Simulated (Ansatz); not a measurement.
An Ansatz (a program for electronic structure) run. Input:

Ansatz 0.2 input:
```yaml
crystal:
  lattice:
    - [2.7383464174, 0.0, 0.0]
    - [-1.3691732087, 2.3714775619, 0.0]
    - [0.0, 0.0, 4.3185896028]
  atoms:
    - { symbol: Os, position: [0.3333333333, 0.6666666667, 0.25] }
    - { symbol: Os, position: [0.6666666667, 0.3333333333, 0.75] }
kpoints:
  mp_grid: { grid: [17, 17, 10] }
hamiltonian:
  xc: r2scan
  pseudopotentials: { azcp: { folder: ./paw }, kind: paw }
scf:
  occupations: { method: fermi_dirac, width: 0.1 }
phonons:
  method: dfpt
  response_accuracy: low
  eigenvectors: true
  rigid_motions: translations
```

Output (shortened):

```
Pseudopotential: Os, paw, valence charge 16
Functional definition: r2SCAN
Crystal: 2 atoms, lattice volume = 28.045 Å³
Basis set: ecut = 500 eV, 687 PW (Γ), exchange–correlation on 100×100×160 points (125 copies of the dense FFT grid, shifted against one another)
Bands: 20, of which v1, the nominal top of the filled ones, is band 16 counted from 1 (15 counted from 0)
Symmetry: 24 space group operations
k-points: 774 of 2890 (irreducible under 2 space group operations, time reversal used)
iter 1 solved again at ethr=2.02e-3 eV; its pass at ethr=3.10e-3 eV (dr2=6.45e-1 eV) is discarded
SCF iter   1: F=—  HF=-22797.730725 eV  |F-HF|=—  |Δ(HF+E_count)|=         —  Δρ=5.25e-2  dr2=6.46e-1  dr2_τ=5.23e-2  ethr=2.02e-3  ⟨swp⟩=1.2  Hψ=173670  notcnv=0
automatic band count: the SCF goes on with 24 bands, as 20 were too few: they end inside the smearing window of the response
preconditioner: auto → none
SCF iter   2: F=—  HF=-22797.663392 eV  |F-HF|=—  |Δ(HF+E_count)|=   6.73e-2  Δρ=2.90e-2  dr2=1.75e-1  dr2_τ=1.70e-2  ethr=2.02e-3  ⟨swp⟩=3.0  Hψ=32809  notcnv=0  defer=4
SCF iter   3: F=—  HF=-22797.661446 eV  |F-HF|=—  |Δ(HF+E_count)|=   1.95e-3  Δρ=3.91e-3  dr2=3.35e-3  dr2_τ=4.31e-4  ethr=5.47e-4  ⟨swp⟩=2.3  Hψ=33094  notcnv=0  defer=102
SCF iter   4: F=—  HF=-22797.661778 eV  |F-HF|=—  |Δ(HF+E_count)|=   3.32e-4  Δρ=4.07e-4  dr2=2.21e-5  dr2_τ=3.31e-6  ethr=1.05e-5  ⟨swp⟩=2.6  Hψ=30244  notcnv=0  defer=108
SCF iter   5: F=—  HF=-22797.661795 eV  |F-HF|=—  |Δ(HF+E_count)|=   1.71e-5  Δρ=6.72e-5  dr2=7.08e-7  dr2_τ=1.32e-7  ethr=6.90e-8  ⟨swp⟩=2.0  Hψ=27790  notcnv=0  defer=108
SCF iter   6: F=—  HF=-22797.661805 eV  |F-HF|=—  |Δ(HF+E_count)|=   9.98e-6  Δρ=1.37e-5  dr2=3.29e-8  dr2_τ=4.00e-9  ethr=2.21e-9  ⟨swp⟩=2.0  Hψ=28837  notcnv=0  defer=108
SCF iter   7: F=—  HF=-22797.661805 eV  |F-HF|=—  |Δ(HF+E_count)|=   6.57e-8  Δρ=2.16e-6  dr2=8.62e-10  dr2_τ=5.20e-11  ethr=1.03e-10  ⟨swp⟩=2.9  Hψ=31443  notcnv=0  defer=108
SCF iter   8: F=—  HF=-22797.661805 eV  |F-HF|=—  |Δ(HF+E_count)|=   1.72e-9  Δρ=3.25e-7  dr2=1.13e-11  dr2_τ=1.42e-12  ethr=2.69e-12  ⟨swp⟩=2.9  Hψ=31730  notcnv=0  defer=108
SCF iter   9: F=-22797.661805 eV  HF=-22797.661805 eV  |F-HF|=1.82e-11  |Δ(HF+E_count)|=  1.46e-11  Δρ=1.74e-8  dr2=4.55e-14  dr2_τ=1.07e-14  ethr=1.00e-12  ⟨swp⟩=6.4  Hψ=70066  notcnv=0
the search or the solves at the SCF's close seem to have found levels that the self-consistency loop had missed (the run counts 3) …
SCF 1 converged in 9 iterations: F = -22797.661805 eV  dr2 = 4.55e-14
DFPT response loops at Γ: preconditioner auto → Kerker (q_TF=auto, 2.789 Å⁻¹) (partly filled bands, converged f_vac=0.000) …
SCF converged after 9 iterations
Free energy (F): -22797.661805 eV
Harris-Foulkes:  -22797.661805 eV  (|F-HF|=1.82e-11)
Internal energy: -22797.622386 eV  (E = F + TS)
E sigma→0 (E₀):  -22797.642096 eV
Entropy (-TS):   -0.039419 eV (-19.710 meV/atom)
Fermi energy:    25.772706 eV
--- Per-component energies (eV) ---
  E_band       = -166.503776
  E_kinetic    = 985.406420
  E_local      = -1830.732123  (includes V_loc(G=0)·N_el)
  E_nonlocal   = 394.348835
  E_hartree    = 657.340057
  E_xc         = -438.716671
  E_vxc        = -537.110268  (∫ρ·V_xc dr)
  E_paw        = -18150.184815  (= ΣΔE_a)
  E_vpaw       = -524.250225  (= ΣTr[D̂ρ^β])
  E_aug_tail   = 0.000504  (compensation charges beyond the density's cutoff)
  E_vtau       = 31.152960  (kinetic-family band-sum trace: ∫τ·v_τ [+ j·A + Jᵃ·Aᵃ] dr)
  E_ewald      = -4414.314263
  E_core_change = -0.770329  (= ΣΔE_core)
  E_smearing   = -0.039419  (= −TS)
  E_closure    =  0.000000  (closes the sum)
  Σ components = -22797.661805   (vs F -22797.661805, Δ=0.00e0)
  [band-id]    e_kinetic+e_local+e_nonlocal+2·e_hartree+e_vxc+e_vpaw+e_augmentation_tail+e_vtau = -166.503784   (vs E_band -166.503776, Δ=-8.12e-6)
--- Band table (eV; the first three rows and the last of 774) ---
  k-point 0: bands = ["-62.9565", "-62.8257", "-22.3301", "-21.3320", "-21.3320", "-21.1404", "-21.1404", "-21.0762", "14.3118", "17.6152", "22.5707", "22.5707", "22.8648", "23.4406", "23.4406", "24.0834", "24.0834", "25.7335", "27.4920", "27.4920", …
  k-point 1: bands = ["-62.9533", "-62.8289", "-22.3012", "-21.3273", "-21.3273", "-21.1452", "-21.1452", "-21.1089", "14.4438", "17.6336", "22.4830", "22.4830", "22.7871", "23.3536", "23.3536", "24.2881", "24.2881", "25.3065", "27.5106", "27.5106", …
  k-point 2: bands = ["-62.9441", "-62.8383", "-22.2170", "-21.3139", "-21.3139", "-21.2032", "-21.1589", "-21.1589", "14.8275", "17.6648", "22.3298", "22.3298", "22.5759", "23.1285", "23.1285", "24.3095", "24.7817", "24.7817", "27.5190", "27.5190", …
  k-point 773: bands = ["-62.8302", "-62.8302", "-22.0841", "-22.0841", "-21.6100", "-21.6100", "-21.3181", "-21.3181", "18.9695", "18.9695", "21.0775", "21.0775", "22.0139", "22.0139", "23.9232", "23.9232", "28.1781", "28.1781", "30.0427", "30.0427", …
--- Phonons (Γ-DFPT): 2 representative perturbations + reference, on 774 of 2890 k-points (Σ response iterations 11) ---
  ASR residual: 2.077e-3 → 0.000e0 eV/Å²; symmetrization residual: 7.735e-8 eV/Å²
  ASR residual per site (eV/Å²): 2.08e-3 2.08e-3
  Γ frequencies (cm⁻¹): 0.00 0.00 0.00 170.36 170.36 219.11
  non-analytic LO–TO correction: not included (Born effective charges unavailable; polar crystals: no LO–TO splitting at Γ)
```

Cost: roughly 3 core-minutes on shared cores.

Space group P6_3/mmc (hcp (Mg type)). The cell was relaxed with r²SCAN under the symmetry of its start. No spin polarisation was allowed. As this level gives no gap, phonon frequencies hold no LO–TO term and depend on the k-mesh and smearing (Fermi–Dirac, 0.1 eV here). Scalar-relativistic: spin–orbit coupling is off unless named, which matters more the heavier the elements.

Potentials: the earlier of the program's two PAW sets. The files were generated under PBE; for other functionals the program regenerates the frozen cores, and for LDA and PBEsol the local potential too.

Ansatz is a plane-wave DFT program.
